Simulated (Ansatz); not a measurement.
The relaxed structure here is a generated cell of FeNi: the first start was made by a random draw of sites in a space group, and the end was not matched to a known phase here, so it may be hypothetical.

The end point of a relaxation of FeNi. Space group Fdd2 (No. 43). All values below come from PBE (plane waves to 420 eV, PAW, scalar-relativistic; Ansatz, a quantum-chemistry and plane-wave program).

```xyz
8
Lattice="0.0000 4.3025 2.5515 4.1448 0.0000 2.5515 4.1448 4.3025 0.0000" Properties=species:S:1:pos:R:3 pbc="T T T"
Fe     5.2225     5.0790     3.2406
Fe     3.0671     3.5261     3.2406
Fe     5.1395     2.9277     1.9649
Fe     3.1501     5.6774     1.9649
Ni     3.1165     3.5545     0.6680
Ni     1.0283     0.7480     0.6680
Ni     3.1007     1.4032     1.9438
Ni     1.0441     2.8993     1.9438
```

**Question.** Give the magnetic moment at the level PBE.

**Answer.** Net 1.65 μB/atom, ferromagnetic.

Spin state reached: ferromagnetic (net 1.65 μB/atom), from parallel starting moments; other spin orders were not run from this start.

It was reached from a disturbed copy of a I4₁/amd (No. 141) cell, against which it lies -0.03 eV/atom.
